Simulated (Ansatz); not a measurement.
Relaxed-ion elastic tensor of FeSi₂ in space group P4/mmm (No. 123; Fe on 1a, Si on 2h) in GPa (Voigt order), DFT-PBEsol in the program Ansatz with PAW potentials; density 5.08 g/cm³, 12.19 Å³ per atom.

```
 362  84.2   103   0.0   0.0   0.0
84.2   362   103   0.0   0.0   0.0
 103   103   485   0.0   0.0   0.0
 0.0   0.0   0.0   116   0.0   0.0
 0.0   0.0   0.0   0.0   116   0.0
 0.0   0.0   0.0   0.0   0.0   128
```

Is the crystal mechanically stable?

Yes: the smallest eigenvalue of C is 116 GPa.

Work out the Voigt, Reuss and Hill averages.

K_V = 199, K_R = 195, K_H = 197; G_V = 133, G_R = 130, G_H = 132 GPa.

Give Young's modulus, Poisson's ratio, Pugh's ratio and the universal anisotropy index.

E = 9KG/(3K + G) = 323 GPa; ν = 0.23; K/G = 1.49 (brittle by the Pugh limit of 1.75); A_U = 5G_V/G_R + K_V/K_R − 6 = 0.13.

Estimate the sound speeds and the Debye temperature.

v_l = √((K + 4G/3)/ρ) = 8560 m/s, v_t = √(G/ρ) = 5090 m/s, mean 5640 m/s; Θ = (h/k)(3n/4πV)^(1/3) v_m = 729 K.

How much does each axis shrink under pressure?

Linear compressibilities β_i = Σ_j S_ij (j = 1 to 3): x 2.0, y 2.0, z 1.2 per TPa.

The first step of the workflow began from a Materials Project structure, measured or hypothetical; the Crystallography Open Database files this formula in space group No. 123, but the cells were not matched. Its standing as an ambient phase is unchecked. The PBEsol relaxation kept the symmetry of its start; of distortions, only those at the zone centre were tested. No spin polarisation was allowed. As this level gives no gap, shear constants depend on the k-mesh and smearing (Fermi–Dirac, 0.1 eV here).

Potentials: the later of the program's two PAW sets.
